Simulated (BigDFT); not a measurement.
A self-consistent single point of the molecule CH7NOSi2 with BigDFT.

Method: BigDFT 1.9.6 with PBE, Daubechies wavelet basis, HGH (Krack) norm-conserving potentials made for PBE, isolated boundary conditions.

SMILES: NC1[SiH2]O[SiH2]1
```xyz
12

N     -1.5984     0.1311     0.9117
C     -0.6764    -0.3692    -0.1307
Si     1.0630    -1.0179     0.4111
O      1.7428    -0.2570    -0.9069
Si     0.5197     0.8676    -1.0025
H     -1.1833     0.7657     1.5972
H     -2.4209     0.6136     0.5469
H     -1.1451    -1.0526    -0.8448
H      1.2039    -2.4908     0.3201
H      1.5475    -0.4215     1.6848
H      0.8090     2.0735    -0.1820
H      0.1383     1.1577    -2.4050
```
Charge 0, spin multiplicity 1.

Reference input (self-consistent single point, DFT, PBE, Daubechies wavelet basis, HGH (Krack) norm-conserving potentials made for PBE, isolated boundary conditions): basis = Daubechies wavelets; dft.hgrids = 0.33 bohr; dft.rmult = 5 8; dft.ixc = 11; potentials = built-in HGH-K PBE; boundary_conditions = free; dft.gnrm_cv = 1e-05; dft.itermax = 80; dft.idsx = 6; dft.nrepmax = 3. This run's input differs from it in these lines:

```diff
@@ -2,3 +2,3 @@
 dft:
-  hgrids: 0.33
+  hgrids: 0.495
   rmult: [5, 8]
```

The program printed (abridged):

```
  #------------------------------------------------------------------- Self-Consistent Cycle
 Ground State Optimization:
 - Hamiltonian Optimization: &itrp001
   - Subspace Optimization: &itrep001-01
       Wavefunctions Iterations:
 iter:  1, EKS: -4.29631187425896570E+01, gnrm:  2.49E-01, D: -5.70E-01,
 iter:  2, EKS: -4.35406797847989537E+01, gnrm:  9.80E-02, D: -5.78E-01,
 iter:  3, EKS: -4.36251281756895253E+01, gnrm:  4.87E-02, D: -8.44E-02,
 iter:  4, EKS: -4.36578296580315879E+01, gnrm:  2.06E-02, D: -3.27E-02,
 iter:  5, EKS: -4.36639069266138762E+01, gnrm:  9.12E-03, D: -6.08E-03,
   [... lines left out ...]
 iter:  10, EKS: -4.36657080194117313E+01, gnrm:  3.37E-04, D: -6.49E-06,
 iter:  11, EKS: -4.36657101864324773E+01, gnrm:  1.79E-04, D: -2.17E-06,
 iter:  12, EKS: -4.36657108308193145E+01, gnrm:  9.71E-05, D: -6.44E-07,
 iter:  13, EKS: -4.36657110190542994E+01, gnrm:  5.53E-05, D: -1.88E-07,
 iter:  14, EKS: -4.36657110758092983E+01, gnrm:  2.84E-05, D: -5.68E-08,
 iter:  15, EKS: -4.36657110921131277E+01, gnrm:  1.56E-05, D: -1.63E-08,
 iter:  16, EKS: -4.36657110972379385E+01, gnrm:  9.29E-06, D: -5.12E-09,
       -  &FINAL001  { #---------------------------------------------------------- iter: 17
 iter:  17, EKS: -4.36657110986799566E+01, gnrm:  9.29E-06, D: -1.44E-09,  #FINAL
        #Eigenvalues and New Occupation Numbers
       Orbitals: [
   [... 12 lines left out ...]
 Last Iteration                        : *FINAL001
  #---------------------------------------------------------------------- Forces Calculation
 Total electronic charge               :  29.999989708038
 Electric Dipole Moment (AU):
   P vector                            :  [ -3.678228E-01,  3.919788E-01,  9.155805E-02 ]
   norm(P)                             :  5.45274110E-01
 Electric Dipole Moment (Debye):
   P vector                            :  [ -9.349121E-01,  9.963107E-01,  2.327173E-01 ]
   norm(P)                             :  1.38594841E+00
 BigDFT infocode                       :  0
   [... lines left out ...]
 -  {H: [ 1.075405163781E-02,  8.697585853034E-03,  8.613923519292E-03]} # 0009
 -  {H: [-6.113173205797E-03,  3.962655486149E-03,  1.612985060242E-02]} # 0010
 -  {H: [-6.166506100249E-03,  8.933556445689E-03,  7.806658222003E-03]} # 0011
 -  {H: [ 9.423295553511E-03,  1.346847787786E-02,  2.356590095145E-03]} # 0012
 Energy (Hartree)                      : -4.36657110986799566E+01
 Force Norm (Hartree/Bohr)             :  1.10462057346821879E-01
```

The run converged in 17 iterations. Against the reference run the free energy goes up by 59.0 meV/atom and the largest force goes from 2.224 to 4.400 eV/Å.

The grid can part forces that symmetry would make equal. Forces above 1 eV/Å remain at this geometry. This run is one point of a test of settings, so its values need not be converged; read them against the reference run alone. The geometry comes from a cheaper method or was typed, in some cases with atoms then moved at random; it is not relaxed at this level, and the species need not be a known compound.

Cost on one core: around 20 core-seconds (rough).
